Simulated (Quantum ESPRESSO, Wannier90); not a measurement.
Wannierisation of HfS$_{2}$ (CdI2 type)

```
begin unit_cell_cart
ang
    3.6396599908    0.0000000000    0.0000000000
   -1.8198299954    3.1520380132    0.0000000000
    0.0000000000    0.0000000000    6.0555600000
end unit_cell_cart
begin atoms_frac
Hf   0.0000000000  0.0000000000  0.0000000000
S   -0.3333333333  0.3333333333 -0.2360500000
S    0.3333333333 -0.3333333333  0.2360500000
end atoms_frac
```

Structure: Materials Project mp-985829, symmetrised, not relaxed again. Not found in the COD (Crystallography Open Database) copy used; not checked further. Level: PBEsol, spinors with spin-orbit coupling; pw.x of Quantum ESPRESSO at 47 Ry with PseudoDojo potentials, 6×6×4 k-points, Wannier90. Density: 12×12×6 mesh, cold smearing 0.01 Ry. The cell is built of weakly bound layers, chains or molecules, whose nearest atoms lie 3.83 Å apart. Database cells relaxed without dispersion often hold them too far apart, which can enlarge gaps and weakens couplings between them; spacing and stacking were not compared with the measured crystal.

Bands 25-30 form an isolated set from 1.08 to 4.14 eV relative to the valence-band maximum (on the path) and are turned into 6 Wannier functions by minimising the spread from the start: SCDM (isolated).

Centres (Cartesian, Å; one of the equivalent choices) and spreads:

```
n      x      y      z  spread (Å²)  nearest atom
-  -----  -----  -----  -----------  ------------
1  0.000  0.000  0.000        4.699           Hf1
2  0.000  0.000  0.000        4.697           Hf1
3  0.000  0.000  0.000        4.700           Hf1
4  0.000  0.000  0.000        4.698           Hf1
5  0.000  0.000  0.000        4.698           Hf1
6  0.000  0.000  0.000        4.699           Hf1
```

Ω_I = 27.90 Å², Ω_total = 28.19 Å²; the interpolated bands follow pw.x to 21 meV rms on the path. Only this start was tried; a symmetric start can stop on a saddle, and mixtures of these functions could lower the total by at most Ω_total − Ω_I.
